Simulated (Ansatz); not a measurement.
Q: Name crystals whose computed values (r²SCAN in the plane-wave PAW code Ansatz) fall in these windows: electron conductivity mass (mₑ) 1.3 to 1.7; B₀ by P(V) fit (GPa) 190 to 270; gap (eV) 2.1 to 2.6.

A: 

```json
[
 {"crystal": "Hf2N2O, C2/m (Pearson symbol mS30)", "electron conductivity mass (mₑ)": "1.4", "B₀ by P(V) fit (GPa)": "232", "gap (eV)": "2.39"}
]
```
Others may fit too.

Standing as an ambient phase not checked: Hf2N2O, C2/m (Pearson symbol mS30). The cell was relaxed under the symmetry of its start. Rows with no word on spin ran without spin polarisation. Spin–orbit coupling is left out wherever it is not named.

Potentials: the later of the program's two PAW sets.
